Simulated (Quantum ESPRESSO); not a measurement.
# Al2SiZnN4: a curve over one atom's position

A calculation, not a measurement. The program is pw.x of Quantum ESPRESSO 7.5 (plane-wave density functional theory). The cell is made up: 8 atoms on a wurtzite lattice, with randomly drawn elements, strain and displacements, not relaxed. PseudoDojo standard norm-conserving files (v0.5 for PBE, v0.4.1 for LDA and PBEsol) set the functional; there is no spin polarisation, spin-orbit coupling or dispersion term, and the masses in the input are unused placeholders.

Seven runs move atom 5 (N, counted in the order of the input) along z and keep all else fixed.

Input of the run at +0.0057:

```
&control calculation='scf', pseudo_dir='./dojo.nc.sr.pbe.v0_5.standard.upf', outdir='./o', disk_io='medium', tprnfor=.true., tstress=.true. /
&system ibrav=0, nat=8, ntyp=4, nbnd=31, ecutwfc=84.00895049, nosym=.true., tot_charge=0,
 occupations='smearing', smearing='fd', degauss=0.0018374661
/
&electrons conv_thr=7.350e-09, electron_maxstep=60, /
ATOMIC_SPECIES
Al 1.0 Al.upf
N 1.0 N.upf
Si 1.0 Si.upf
Zn 1.0 Zn.upf
CELL_PARAMETERS angstrom
3.0857 -0.0463 0.0011
-0.0801 5.2792 -0.0233
0.0019 -0.0219 5.024
ATOMIC_POSITIONS angstrom
Al 0.0305 0.0068 0.0121
Si 1.5505 2.541 -0.0725
Al 1.4402 0.9166 2.5066
Zn -0.0063 3.4605 2.5021
N -0.0466 0.0464 1.9108
N 1.4504 2.6249 1.8465
N 1.6046 0.8366 4.4376
N -0.0332 3.5414 4.3548
K_POINTS automatic
6 4 4 1 1 1
```

| shift of atom 5 along z (Å) | free energy less that of the input shown (eV) | Fx on atom 5 (eV/Å) | Fy on atom 5 (eV/Å) | Fz on atom 5 (eV/Å) | pressure (GPa) | iterations |
| --- | --- | --- | --- | --- | --- | --- |
| -0.0928 | 0.0392 | -0.616 | 1.249 | 1.537 | 9.81 | 12 |
| -0.0566 | -0.0001 | -0.678 | 1.216 | 0.654 | 9.60 | 12 |
| -0.0456 | -0.0059 | -0.699 | 1.207 | 0.409 | 9.56 | 12 |
| -0.0252 | -0.0099 | -0.738 | 1.189 | -0.019 | 9.51 | 12 |
| +0.0057 | 0.0000 | -0.802 | 1.165 | -0.607 | 9.50 | 12 |
| +0.0253 | 0.0153 | -0.845 | 1.149 | -0.946 | 9.53 | 12 |
| +0.1067 | 0.1420 | -1.032 | 1.092 | -2.108 | 9.89 | 12 |

A cubic fit gives dFz/dz = -18.32 eV/Å² at zero shift. Across the table the free energy follows the integral of the force to within 0.1 meV. A rerun of one of the cells at 1437 eV and a 8 x 6 x 6 mesh moved values by no more than 0.002 eV in energy, 0.04 GPa in stress and 0.002 eV/Å in force.